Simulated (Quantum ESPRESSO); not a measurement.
## Band energies of KHgF3

```
CELL_PARAMETERS angstrom
      3.20196    -3.20810     0.00000
      3.20196     3.20810     0.00000
      0.00000     0.00000     4.52439
ATOMIC_POSITIONS crystal
  F  0.00000 0.50000 0.00000
  F  0.50000 0.00000 0.00000
  F  0.50000 0.50000 0.50000
  K  0.00000 0.00000 0.50000
  Hg 0.50000 0.50000 0.00000
```

PBEsol (pw.x of Quantum ESPRESSO, ONCV potentials, without SOC); path ΓXSRAZΓYX1A1TY,ZT; energies in eV from the valence-band maximum.

| k (1/Å) | point | band 21 | band 22 | band 23 | band 24 | band 25 | band 26 | band 27 | band 28 |
|---|---|---|---|---|---|---|---|---|---|
| 0.00 | Γ | -2.57 | -2.56 | -2.56 | -2.55 | -2.55 | 0.41 | 6.49 | 7.39 |
| 0.39 |  | -2.49 | -2.44 | -2.42 | -2.39 | -1.75 | 1.74 | 6.65 | 7.57 |
| 0.78 |  | -2.26 | -2.22 | -2.18 | -2.17 | -0.27 | 3.89 | 6.84 | 7.32 |
| 0.98 | X | -2.21 | -2.19 | -2.14 | -2.14 | -0.01 | 4.35 | 7.19 | 7.19 |
| 1.44 |  | -2.57 | -2.47 | -2.13 | -2.12 | -1.39 | 3.25 | 5.89 | 8.14 |
| 1.67 | S | -2.60 | -2.59 | -2.13 | -2.11 | -2.11 | 3.05 | 5.67 | 8.00 |
| 1.90 |  | -2.58 | -2.48 | -2.13 | -2.12 | -1.38 | 3.25 | 5.89 | 8.14 |
| 2.37 | R | -2.21 | -2.19 | -2.14 | -2.14 | 0.00 | 4.36 | 7.20 | 7.20 |
| 2.60 |  | -2.17 | -2.14 | -2.14 | -1.82 | 0.00 | 4.51 | 7.02 | 7.03 |
| 3.06 | A | -2.11 | -2.11 | -2.11 | -0.01 | 0.00 | 5.63 | 6.56 | 6.57 |
| 3.55 |  | -2.39 | -2.17 | -2.13 | -1.39 | -0.64 | 3.92 | 6.43 | 7.69 |
| 3.87 |  | -2.62 | -2.50 | -2.13 | -2.12 | -1.75 | 3.17 | 5.79 | 8.08 |
| 4.04 | Z | -2.59 | -2.59 | -2.13 | -2.12 | -2.12 | 3.07 | 5.68 | 8.01 |
| 4.38 |  | -2.58 | -2.57 | -2.37 | -2.33 | -2.33 | 1.57 | 6.41 | 7.69 |
| 4.73 | Γ | -2.57 | -2.56 | -2.56 | -2.55 | -2.55 | 0.41 | 6.49 | 7.39 |
| 5.22 |  | -2.43 | -2.39 | -2.35 | -2.33 | -1.33 | 2.30 | 6.69 | 7.59 |
| 5.55 |  | -2.24 | -2.21 | -2.17 | -2.16 | -0.19 | 4.03 | 6.90 | 7.29 |
| 5.71 | Y | -2.21 | -2.19 | -2.14 | -2.14 | -0.01 | 4.35 | 7.19 | 7.19 |
| 5.71 | X1 | -2.21 | -2.19 | -2.14 | -2.14 | -0.01 | 4.35 | 7.19 | 7.19 |
| 5.88 |  | -2.21 | -2.18 | -2.14 | -2.14 | -0.01 | 4.43 | 7.09 | 7.09 |
| 6.23 |  | -2.13 | -2.13 | -2.12 | -0.29 | -0.01 | 5.20 | 6.64 | 6.65 |
| 6.40 | A1 | -2.11 | -2.11 | -2.11 | -0.01 | 0.00 | 5.63 | 6.56 | 6.57 |
| 6.40 | T | -2.11 | -2.11 | -2.11 | -0.01 | 0.00 | 5.63 | 6.56 | 6.57 |
| 6.58 |  | -2.13 | -2.13 | -2.12 | -0.29 | -0.01 | 5.20 | 6.64 | 6.65 |
| 6.93 |  | -2.21 | -2.18 | -2.14 | -2.14 | -0.01 | 4.43 | 7.09 | 7.09 |
| 7.10 | Y | -2.21 | -2.19 | -2.14 | -2.14 | -0.01 | 4.35 | 7.19 | 7.19 |
| 7.10 | Z | -2.59 | -2.59 | -2.13 | -2.12 | -2.12 | 3.07 | 5.68 | 8.01 |
| 7.26 |  | -2.62 | -2.50 | -2.13 | -2.12 | -1.75 | 3.17 | 5.79 | 8.08 |
| 7.59 |  | -2.39 | -2.17 | -2.13 | -1.39 | -0.64 | 3.92 | 6.43 | 7.67 |
| 8.08 | T | -2.11 | -2.11 | -2.11 | -0.01 | 0.00 | 5.63 | 6.56 | 6.57 |

The PBEsol gap is indirect, 0.41 eV, from A to Γ; the smallest direct gap is 2.97 eV. Another valence extremum on the path lies within 0.02 eV, too close to call.

Spin-orbit coupling is left out, which matters for elements this heavy: edges can move by tenths of an eV.

Geometry of the Materials Project entry, not relaxed at this level.

Letters of k points follow the standard setting of the lattice, whose axes may be ordered differently from the printed cell.
